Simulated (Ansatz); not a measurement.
Single points with r2SCAN in Ansatz 0.2.0, PAW, spin-restricted, at the geometries given.

Problem. Which of them gave these results: no gap, pressure 4.7 GPa, largest force 0.62 eV/Å, largest positive Bader charge +0.86 e?
A.
NaHF2 (500 eV, 9×9×9 mesh on the cell that ran, as a rule the primitive one, fermi-dirac 0.1 eV)
Space group R-3m:H (No. 166). a = 3.526 Å, b = 3.526 Å, c = 13.955 Å, α = 90.00°, β = 90.00°, γ = 120.00°
| atom | site | symmetry | x | y | z |
| --- | --- | --- | --- | --- | --- |
| H | 3b | -3m | 0.6667 | 0.3333 | 0.8333 |
| F | 6c | 3m | 0.6667 | 0.3333 | 0.7509 |
| Na | 3a | -3m | 0.0000 | 0.0000 | 0.0000 |
B.
Na3I4 (500 eV, 8×8×8 mesh on the cell that ran, as a rule the primitive one, fermi-dirac 0.1 eV)
```cif
data_structure
_symmetry_space_group_name_H-M 'R-3m:H'
_symmetry_Int_Tables_number 166
_cell_length_a 4.8016
_cell_length_b 4.8016
_cell_length_c 36.0303
_cell_angle_alpha 90.000
_cell_angle_beta 90.000
_cell_angle_gamma 120.000
_cell_volume 719.41
loop_
_atom_site_label
_atom_site_type_symbol
_atom_site_symmetry_multiplicity
_atom_site_Wyckoff_symbol
_atom_site_fract_x
_atom_site_fract_y
_atom_site_fract_z
_atom_site_occupancy
I1 I 6 c 0.33333 0.66667 0.79467 1
Na1 Na 6 c 0.33333 0.66667 0.88367 1
I2 I 6 c 0.33333 0.66667 0.95967 1
Na2 Na 3 a 0.00000 0.00000 0.00000 1
```
C.
KMgH3 (500 eV, 6×6×6 mesh on the cell that ran, as a rule the primitive one, fermi-dirac 0.1 eV)
```
H Mg K
1.0
     4.01557    0.00000    0.00000
     0.00000    4.01557    0.00000
     0.00000    0.00000    4.01557
H Mg K
3 1 1
Direct
  0.00000 0.50000 0.50000
  0.50000 0.00000 0.50000
  0.50000 0.50000 0.00000
  0.50000 0.50000 0.50000
  0.00000 0.00000 0.00000
```

Solution. B. The others gave NaHF2: gap 7.56 eV, -2.8 GPa; KMgH3: gap 3.14 eV, -0.6 GPa.

Origins: NaHF2, a database entry at a rescaled volume; KMgH3, a database entry at a rescaled volume; Na3I4, a known structure type with other elements, at an estimated volume. Caveats for one or more cells: odd electron count without spin polarisation, so a magnetic state may lie lower.
